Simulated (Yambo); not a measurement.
Yambo run on a free-standing PtSe₂ monolayer (symmetry P-3m1, slab cell 15.6 Å high). The wavefunctions are norm-conserving PBE (stringent potentials; Quantum ESPRESSO, 104 Ry, scalar-relativistic) ones on a 6×6×1 mesh (33 occupied bands); a = b = 3.7027 Å, c = 15.6000 Å, α = β = 90.00°, γ = 120.00°.

Yambo input:

```
rim_cut
gw0
dyson
el_el_corr
HF_and_locXC
ppa
em1d
rim_w
RandQpts= 1000000
RandGvec= 2 Ry
CUTGeo= "slab z"
EXXRLvcs= 104 Ry
VXCRLvcs= 416 Ry
Chimod= "HARTREE"
% BndsRnXp
 23 | 189 |
%
NGsBlkXp= 8 Ry
% LongDrXp
 1.0 | 1.0 | 0.0 |
%
RandGvecW= 1000 mRy
PPAPntXp= 27.2114 eV
% GbndRnge
 1 | 189 |
%
GTermKind= "none"
DysSolver= "n"
ExtendOut
% QPkrange
 1 | 1 | 33 | 33 |
 2 | 2 | 33 | 34 |
%
```

k points by index: 1 = Γ, 2 = (0, 0.167).

Table of the .qp output:

```
#    K-point    Band    Eo [eV]    E [eV]    E-Eo [eV]    Vxc [eV]    Vnlxc [eV]    Sc|Eo [eV]    Sc|E [eV]    dSc/dw|Eo [eV]    Re(Z)    Im(Z)
#
    1    33    0.000000    -0.214418    -0.214418    -15.10006    -16.64653    1.256895    1.332052    -9.525079    0.740700    -0.003762
    2    33    -0.072251    -0.241405    -0.169155    -15.93893    -17.86822    1.700605    1.760134    -9.558812    0.740020    -0.003723
    2    34    1.725091    2.570366    0.845275    -16.45079    -13.39256    -1.921828    -2.212956    -9.368238    0.743875    -0.003782
```
(The two width columns are left out.) Convergence of these settings isn't established.

Spin-orbit coupling is not included.

Geometry relaxed with PBEsol.
